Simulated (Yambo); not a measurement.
Consider the following.

```
BaO
1.0
    3.74341     0.00000     0.00000
   -1.87171     3.24189     0.00000
    0.00000     0.00000     6.53307
O Ba
2 2
Direct
  0.00000   0.00000   0.50000
  0.00000   0.00000   0.00000
  0.33333   0.66667   0.25000
  0.66667   0.33333   0.75000
```

Workflow: PBEsol (Quantum ESPRESSO, PseudoDojo norm-conserving, 84 Ry, scalar-relativistic), then G0W0 in Yambo (6×6×2 Γ-centred k mesh, 121 bands and a 7 Ry block in the screening, 121 bands in G with the Bruneval-Gonze terminator, plasmon pole fitted at 27.2 eV).

### Question
Give the PBEsol and G0W0 gaps between the band edges found on this mesh, and say where the edges lie.

### Answer
Edges: H → M. PBEsol: 2.45 eV; G0W0: 3.55 eV. Among the k points computed, the smallest G0W0 gap is 3.52 eV, Γ → M. Nearest settings tried, and what they do to the gap: 2 Ry block (35 vectors against 161): +102 meV. Not varied: bands in G, bands in W, mesh. So the settings aren't converged at that level. 

Geometry relaxed with PBEsol.

This is not the ordinary phase of the substance; no match was found in the copy of COD used, and its stability was not checked.
